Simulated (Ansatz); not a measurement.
## NaCl$_{3}$, a known structure type with other elements, at an estimated volume

```
CELL_PARAMETERS angstrom
7.28011 0.00000 0.00000
-3.64005 6.30476 0.00000
0.00000 0.00000 4.15584
ATOMIC_POSITIONS crystal
Cl 0.38770 0.30190 0.25000
Cl 0.08580 0.38770 0.75000
Cl 0.69810 0.08580 0.25000
Cl 0.61230 0.69810 0.75000
Cl 0.91420 0.61230 0.25000
Cl 0.30190 0.91420 0.75000
Na 0.33330 0.66670 0.25000
Na 0.66660 0.33330 0.75000
```

Single point in Ansatz 0.2.0 with r2SCAN, no spin polarisation. Cutoff 500 eV, PAW datasets, 6×6×8 Γ-centred k mesh, gaussian filling (width 0.0607 eV).

Problem. Is there a gap?

Solution. It is a metal, with about 17 states/eV a cell as the mean within 0.25 eV of the Fermi level, mostly Cl p (99 %).

Problem. What does the stress say?

Solution. The pressure is 0.0 GPa (compression positive), so with the atoms held at these fractions the cell is close to zero pressure.

Problem. Which element gives electrons and which takes them?

Solution. Bader charges in e: Na +0.88, Cl -0.29. In the mean Na gives up most and Cl takes most.

Problem. Is it stable against the elements?

Solution. -0.52 eV an atom against the elements' usual phases (free molecules for gases, crystals otherwise, with no correction for O₂ or N₂), so it is bound against them; other compounds may still compete. Relaxing would lower it.

Origin: a known structure type with other elements, at an estimated volume, so it need not be a known compound. Caveats: many states at the Fermi level without spin polarisation, so a magnetic state may lie lower.
